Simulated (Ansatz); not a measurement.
### Question
Each is relaxed and computed with DFT-PBEsol in the program Ansatz with PAW potentials. Which is the only metal?
(A) PRu, Pnma (P on 4c, Ru on 4c)
(B) Na3P, P6_3/mmc (Na on 2b, Na on 4f, P on 2c)
(C) NaTaO3, Pnma (Na on 4c, Ta on 4b, O on 8d, O on 4c)
(D) AlP, P6_222 (Al on 3d, P on 3c)

### Answer
A, PRu, Pnma (P on 4c, Ru on 4c). PRu: metal; Na3P: gap 0.44 eV (direct); AlP: gap 0.84 eV (indirect); NaTaO3: gap 2.69 eV. Typed or built starts, not in the databases checked: AlP, P6_222 (Al on 3d, P on 3c). Not the usual ambient phase: AlP, P6_222 (Al on 3d, P on 3c). Standing as an ambient phase not checked: PRu, Pnma (P on 4c, Ru on 4c); Na3P, P6_3/mmc (Na on 2b, Na on 4f, P on 2c); NaTaO3, Pnma (Na on 4c, Ta on 4b, O on 8d, O on 4c). All cells were relaxed under the symmetry of their starts (and spin orders); stability against distortions was not tested throughout. Rows with no word on spin ran without spin polarisation. Scalar-relativistic: spin–orbit coupling is off unless named, which matters more the heavier the elements.

Potentials: the later of the program's two PAW sets.
